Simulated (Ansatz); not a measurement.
According to the program Ansatz at the r²SCAN level (PAW), Li$_{6}$SI$_{2}$O in the cubic phase (Fm-3m; Li on 24e, I on 8c, S on 4a, O on 4b) relaxes to a = 8.824 Å. S has 6 nearest neighbours from 2.43 Å (octahedral); O has 6 nearest neighbours from 1.98 Å (octahedral). Its formation energy from the elements is -1.52 eV/atom, with no fitted shifts.

It is gapped at this level: 4.21 eV (direct). The valence maximum lies at X and the conduction minimum at X (3 equivalent valleys). HSE06 on the same cell gives 4.60 eV. Gap from r²SCAN with spin–orbit coupling: 4.15 eV. The electron mass is 0.18, 0.62, 0.62 mₑ (principal values).

An equation-of-state fit gives a bulk modulus of 37.1 GPa. The relaxed-ion elastic constants in GPa are C11 = 64.2, C12 = 23.5, C44 = 25.8. The elastic constants imply a Debye temperature near 340 K. Bader charges are Li +0.90, I -0.94, S -1.72, O -1.78 e.

The start of the workflow was typed in or built on a structure type; neither database checked (COD, Materials Project) lists it. Its standing as an ambient phase is unchecked. The cell was relaxed with r²SCAN under the symmetry of its start; its stability against distortions is not shown here. The volume moved by 21 % from the start of the relaxation. The references are the lowest solids computed at this level, not always the standard phases (solids in place of the gases). Scalar-relativistic: spin–orbit coupling is off unless named, which matters more the heavier the elements.

Potentials: the later of the program's two PAW sets.
